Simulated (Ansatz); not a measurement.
**Ga2CuSe4, a known structure type with other elements, at an estimated volume**

```xyz
7
Lattice="0.0000 5.2722 0.0000 5.2722 0.0000 0.0000 2.6361 2.6361 -5.0998" Properties=species:S:1:pos:R:3 pbc="T T T"
Ga    2.6361    5.2722   -2.5499
Se    4.1840    3.8434   -3.6229
Se    1.2073    3.7243   -1.4769
Se    6.3603    6.7009   -3.6229
Se    4.0648    1.5479   -1.4769
Ga    2.6361    2.6361    0.0000
Cu    0.0000    0.0000    0.0000
```

The numbers come from plane-wave PAW DFT (Ansatz): r2SCAN, with U_eff = 3.91 eV on Cu d (all-electron-ortho-atomic projectors), spin-orbit coupling, 500 eV, 4×4×4 Γ-centred k points, fermi-dirac occupations (width 0.1 eV). Nothing was relaxed.

The state carries no moments; the state need not be the lowest.

Question: What happens at the Fermi level?

Answer: It is a metal, with about 4.4 states/eV a cell as the mean within 0.25 eV of the Fermi level, mostly Se p (80 %).

Question: Is the cell too large or too small?

Answer: The pressure is 8.4 GPa (compression positive), so with the atoms held at these fractions the cell would first expand; the forces are large, so a full relaxation may end otherwise.

Question: Give the Bader charges.

Answer: Bader charges in e: Ga +1.04, Cu +0.38, Se -0.62. In the mean Ga gives up most and Se takes most.

Question: Which atom feels the largest force, and which way?

Answer: The largest is on Se5 (and as large on other atoms): 1.27 eV/Å, components (0.62, -0.85, 0.70). It makes 105° with the line to a nearest neighbour, Ga6 at 2.33 Å.

Origin: a known structure type with other elements, at an estimated volume, so it need not be a known compound. Caveats: the k mesh is coarse if the cell is a metal.
